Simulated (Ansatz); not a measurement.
C12O13Zn4:
```yaml
crystal:
  lattice:
    - [0.00000, 11.31540, 11.31540]
    - [11.31540, 0.00000, 11.31540]
    - [11.31540, 11.31540, 0.00000]
  atoms:
    - { symbol: O, position: [0.25000, 0.25000, 0.25000] }
    - { symbol: O, position: [0.75000, 0.75000, 0.75000] }
    - { symbol: Zn, position: [0.30021, 0.30021, 0.30021] }
    - { symbol: Zn, position: [0.30021, 0.30021, 0.09936] }
    - { symbol: Zn, position: [0.30021, 0.09936, 0.30021] }
    - { symbol: Zn, position: [0.09936, 0.30021, 0.30021] }
    - { symbol: Zn, position: [0.69979, 0.69979, 0.90064] }
    - { symbol: Zn, position: [0.69979, 0.69979, 0.69979] }
    - { symbol: Zn, position: [0.69979, 0.90064, 0.69979] }
    - { symbol: Zn, position: [0.90064, 0.69979, 0.69979] }
    - { symbol: O, position: [0.04419, 0.18677, 0.38452] }
    - { symbol: O, position: [0.18677, 0.04419, 0.38452] }
    - { symbol: O, position: [0.38452, 0.38452, 0.04419] }
    - { symbol: O, position: [0.38452, 0.38452, 0.18677] }
    - { symbol: O, position: [0.38452, 0.04419, 0.18677] }
    - { symbol: O, position: [0.38452, 0.18677, 0.04419] }
    - { symbol: O, position: [0.04419, 0.38452, 0.38452] }
    - { symbol: O, position: [0.18677, 0.38452, 0.38452] }
    - { symbol: O, position: [0.18677, 0.38452, 0.04419] }
    - { symbol: O, position: [0.04419, 0.38452, 0.18677] }
    - { symbol: O, position: [0.38452, 0.04419, 0.38452] }
    - { symbol: O, position: [0.38452, 0.18677, 0.38452] }
    - { symbol: O, position: [0.95581, 0.81323, 0.61548] }
    - { symbol: O, position: [0.81323, 0.95581, 0.61548] }
    - { symbol: O, position: [0.61548, 0.61548, 0.81323] }
    - { symbol: O, position: [0.61548, 0.61548, 0.95581] }
    - { symbol: O, position: [0.61548, 0.95581, 0.61548] }
    - { symbol: O, position: [0.61548, 0.81323, 0.61548] }
    - { symbol: O, position: [0.95581, 0.61548, 0.81323] }
    - { symbol: O, position: [0.81323, 0.61548, 0.95581] }
    - { symbol: O, position: [0.81323, 0.61548, 0.61548] }
    - { symbol: O, position: [0.95581, 0.61548, 0.61548] }
    - { symbol: O, position: [0.61548, 0.95581, 0.81323] }
    - { symbol: O, position: [0.61548, 0.81323, 0.95581] }
    - { symbol: C, position: [0.09089, 0.09089, 0.40911] }
    - { symbol: C, position: [0.40911, 0.40911, 0.09089] }
    - { symbol: C, position: [0.40911, 0.09089, 0.09089] }
    - { symbol: C, position: [0.09089, 0.40911, 0.40911] }
    - { symbol: C, position: [0.09089, 0.40911, 0.09089] }
    - { symbol: C, position: [0.40911, 0.09089, 0.40911] }
    - { symbol: C, position: [0.90911, 0.90911, 0.59089] }
    - { symbol: C, position: [0.59089, 0.59089, 0.90911] }
    - { symbol: C, position: [0.59089, 0.90911, 0.59089] }
    - { symbol: C, position: [0.90911, 0.59089, 0.90911] }
    - { symbol: C, position: [0.90911, 0.59089, 0.59089] }
    - { symbol: C, position: [0.59089, 0.90911, 0.90911] }
    - { symbol: C, position: [0.02679, 0.02679, 0.47321] }
    - { symbol: C, position: [0.47321, 0.47321, 0.02679] }
    - { symbol: C, position: [0.47321, 0.02679, 0.02679] }
    - { symbol: C, position: [0.02679, 0.47321, 0.47321] }
    - { symbol: C, position: [0.02679, 0.47321, 0.02679] }
    - { symbol: C, position: [0.47321, 0.02679, 0.47321] }
    - { symbol: C, position: [0.97321, 0.97321, 0.52679] }
    - { symbol: C, position: [0.52679, 0.52679, 0.97321] }
    - { symbol: C, position: [0.52679, 0.97321, 0.52679] }
    - { symbol: C, position: [0.97321, 0.52679, 0.97321] }
    - { symbol: C, position: [0.97321, 0.52679, 0.52679] }
    - { symbol: C, position: [0.52679, 0.97321, 0.97321] }
```

Relaxed with PBE+D3(BJ). Special points in fractions of this cell's reciprocal vectors: Γ (0.000, 0.000, 0.000); X (0.500, 0.000, 0.500); U (0.625, 0.250, 0.625); K (0.375, 0.375, 0.750); L (0.500, 0.500, 0.500); W (0.500, 0.250, 0.750).

Q: List the band energies nearest the valence-band maximum at these points for PBE+D3(BJ) (plane waves, PAW; program Ansatz).

A: In eV from the valence-band maximum; about four levels below and three above (degenerate sets whole), none deeper than 8.9 eV; points with the same levels are listed once.

```tsv
k	below	above
Γ	-0.08 -0.08 -0.08 0.00 0.00 0.00	3.22 3.22 3.22
X	-0.05 -0.05 -0.05 -0.05 0.00	3.22 3.30 3.30 3.30 3.30
U	-0.06 -0.05 -0.04 -0.04 0.00	3.22 3.29 3.29
L	-0.07 -0.07 -0.02 -0.02 0.00	3.23 3.26 3.26
W	-0.05 -0.05 -0.05 -0.04 0.00	3.22 3.30 3.30 3.30 3.30
```

Space group Fm-3m. The cell is a constructed one: a structure type filled with these elements; neither database checked (COD, Materials Project) lists it. Whether it is the stable phase at ambient conditions was not checked. The PBE+D3(BJ) relaxation kept the symmetry of its start; its stability against distortions is not shown here.

Potentials: the later of the program's two PAW sets.
